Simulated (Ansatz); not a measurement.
Input:

CuAu:
```yaml
crystal:
  lattice:
    - [2.83441, 0.00000, 0.00000]
    - [0.00000, 2.83441, 0.00000]
    - [0.00000, 0.00000, 3.53801]
  atoms:
    - { symbol: Cu, position: [0.50000, 0.50000, 0.50000] }
    - { symbol: Au, position: [0.00000, 0.00000, 0.00000] }
```

This is the PBEsol-relaxed structure.

Problem. All from PBEsol (plane waves, PAW; program Ansatz), unless another level is named. Predict the density of states at the Fermi level.

Solution. 0.31 states/eV per atom (mean over ±0.08 eV).

Problem. And the formation energy from the elements (no fitted shifts)?

Solution. -0.057 eV/atom.

Problem. And the gap with spin–orbit coupling?

Solution. none (metallic).

Space group P4/mmm (L1₀ or tetragonal B2). Symmetry was held in the PBEsol relaxation; of distortions, only those at the zone centre were tested. The run is not spin-polarised. The references are the lowest solids computed at this level, not always the standard phases. Spin–orbit coupling is left out wherever it is not named.

Potentials: the later of the program's two PAW sets.
